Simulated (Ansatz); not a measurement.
InF$_{3}$:
```xyz
8
Lattice="2.6520 1.5311 4.8646 -2.6520 1.5311 4.8646 0.0000 -3.0623 4.8646" Properties=species:S:1:pos:R:3 pbc="T T T"
In     0.0000     0.0000     7.2969
In     0.0000     0.0000     0.0000
F     -0.9757     1.3724     6.0808
F      0.9757    -1.3724     8.5131
F     -0.7007    -1.5311     6.0808
F      0.7007     1.5311     8.5131
F      1.6763     0.1588     6.0808
F     -1.6763    -0.1588     8.5131
```

Relaxed with r²SCAN. Special points in fractions of this cell's reciprocal vectors: Γ (0.000, 0.000, 0.000); T (0.500, 0.500, 0.500); H2 (0.767, 0.233, 0.500); H0 (0.500, -0.233, 0.233); L (0.500, 0.000, 0.000); S0 (0.366, -0.366, 0.000); S2 (0.634, 0.000, 0.366); F (0.500, 0.000, 0.500).

Task: List the band energies nearest the valence-band maximum at these points for DFT-r²SCAN in the program Ansatz with PAW potentials.

Result: In eV from the valence-band maximum; about four levels below and three above (degenerate sets whole), none deeper than 8.9 eV; points with the same levels are listed once.

```tsv
k	below	above
Γ	-0.11 -0.11 -0.05 -0.05	5.13 10.90 11.79
T	-0.18 -0.18 -0.18 -0.18	7.63 7.63 12.83 12.83
H2	-0.23 -0.23 -0.11 -0.11	8.32 8.32 11.19 11.19
L	-0.28 -0.28 -0.17 -0.17	7.80 7.80 12.23 12.23
S0	-0.23 -0.22 -0.19 -0.06	8.05 8.49 11.03
F	-0.27 -0.24 -0.07 0.00	7.70 9.43 10.74
```

Space group R-3c. The first step of the workflow began from a Materials Project structure, measured or hypothetical; the Crystallography Open Database files this formula in space group No. 167, but the cells were not matched. Its standing as an ambient phase is unchecked. The cell was relaxed with r²SCAN under the symmetry of its start; its stability against distortions is not shown here. Spin–orbit coupling is left out wherever it is not named.

Potentials: the later of the program's two PAW sets.
